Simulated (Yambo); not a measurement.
Optical response of RbLuO2 at -3 % isotropic strain

```
RbLuO2
1.0
    1.64025     0.94700     6.23260
   -1.64025     0.94700     6.23260
    0.00000    -1.89400     6.23260
O Rb Lu
2 1 1
Direct
  0.77294   0.77294   0.77294
  0.22706   0.22706   0.22706
  0.00000   0.00000   0.00000
  0.50000   0.50000   0.50000
```

Yambo, RPA with local fields on PBEsol bands; 6×6×6 mesh, 59 bands, 4 Ry local-field block, 0.2 eV broadening; field along z.

| E (eV) | Im ε | Re ε | Im ε, independent particles |
|---|---|---|---|
| 0.0 | 0.00 | 3.66 | 0.00 |
| 0.5 | 0.01 | 3.67 | 0.01 |
| 1.0 | 0.02 | 3.69 | 0.02 |
| 1.5 | 0.03 | 3.74 | 0.04 |
| 2.0 | 0.04 | 3.82 | 0.06 |
| 2.5 | 0.06 | 3.95 | 0.09 |
| 3.0 | 0.14 | 4.16 | 0.20 |
| 3.5 | 0.44 | 4.32 | 0.64 |
| 4.0 | 0.77 | 4.20 | 1.06 |
| 4.5 | 0.72 | 4.28 | 1.07 |
| 5.0 | 1.21 | 4.43 | 1.85 |
| 5.5 | 1.39 | 3.87 | 1.89 |
| 6.0 | 1.04 | 4.20 | 1.58 |
| 6.5 | 1.36 | 4.39 | 2.14 |
| 7.0 | 1.57 | 4.82 | 2.57 |
| 7.5 | 2.33 | 4.91 | 3.78 |
| 8.0 | 3.03 | 4.61 | 4.49 |
| 8.5 | 3.53 | 3.97 | 4.43 |
| 9.0 | 3.46 | 3.53 | 3.87 |
| 9.5 | 4.15 | 3.19 | 4.91 |
| 10.0 | 4.03 | 2.27 | 4.77 |
| 10.5 | 4.13 | 1.80 | 4.64 |
| 11.0 | 3.63 | 1.52 | 4.41 |
| 11.5 | 3.66 | 1.29 | 4.20 |
| 12.0 | 3.12 | 0.68 | 3.52 |
| 12.5 | 3.11 | 0.92 | 3.49 |
| 13.0 | 3.10 | 0.11 | 3.20 |
| 13.5 | 2.08 | -0.28 | 2.21 |
| 14.0 | 1.67 | 0.29 | 1.79 |
| 14.5 | 1.78 | 0.40 | 1.89 |
| 15.0 | 1.61 | 0.45 | 1.83 |
| 15.5 | 1.31 | 0.57 | 1.58 |
| 16.0 | 1.28 | 0.64 | 1.61 |
| 16.5 | 1.39 | 0.87 | 1.61 |
| 17.0 | 1.47 | 0.81 | 1.70 |
| 17.5 | 1.50 | 0.57 | 1.69 |
| 18.0 | 1.23 | 0.37 | 1.65 |
| 18.5 | 0.96 | 0.59 | 1.62 |
| 19.0 | 0.97 | 0.86 | 2.26 |
| 19.5 | 0.96 | 0.78 | 2.05 |
| 20.0 | 1.05 | 1.08 | 2.26 |

Peak heights and small wiggles depend on the k mesh. Convergence of the RPA response with its 6×6×6 mesh was not tested. No excitonic effects at this level.

The 4f states are in the valence at their DFT position.

Geometry strained from the cell relaxed with PBEsol, atoms relaxed again.
